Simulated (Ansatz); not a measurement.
CaSnS3:
```
CaSnS3
1.0
    3.32792     1.92138     6.13582
   -3.32792     1.92138     6.13582
    0.00000    -3.84275     6.13582
Ca Sn S
2 2 6
Direct
  0.35814   0.35814   0.35814
  0.64186   0.64186   0.64186
  0.15711   0.15711   0.15711
  0.84289   0.84289   0.84289
  0.21473   0.56090   0.96347
  0.78527   0.43910   0.03653
  0.96347   0.21473   0.56090
  0.03653   0.78527   0.43910
  0.56090   0.96347   0.21473
  0.43910   0.03653   0.78527
```

Tensor components refer to the Cartesian frame of this cell.

Question: Give the high-frequency dielectric tensor and the Born effective charge tensors of the independent atoms from DFPT, PBEsol in the plane-wave PAW code Ansatz.

Answer: 
ε∞:
```
7.31  0.00  0.00
0.00  7.31  0.00
0.00  0.00  6.51
```
Z* of atom 1 (Ca), rows: field, columns: displacement, in e:
```
 2.50  -0.23   0.00
 0.23   2.50   0.00
 0.00   0.00   3.02
```
Z* of atom 3 (Sn), rows: field, columns: displacement, in e:
```
 4.57   0.10   0.00
-0.10   4.57   0.00
 0.00   0.00   3.26
```
Z* of atom 5 (S), rows: field, columns: displacement, in e:
```
-2.35   0.33  -0.50
 0.24  -2.36  -0.11
-0.53  -0.39  -2.10
```

Space group R-3. The workflow started from a Materials Project entry (that database holds measured and hypothetical structures alike); the Crystallography Open Database copy checked does not list it. Whether it is the stable phase at ambient conditions was not checked. Symmetry was held in the PBEsol relaxation; whether a distortion lowers the energy is not shown. Spin–orbit coupling is left out wherever it is not named.

Potentials: the later of the program's two PAW sets.
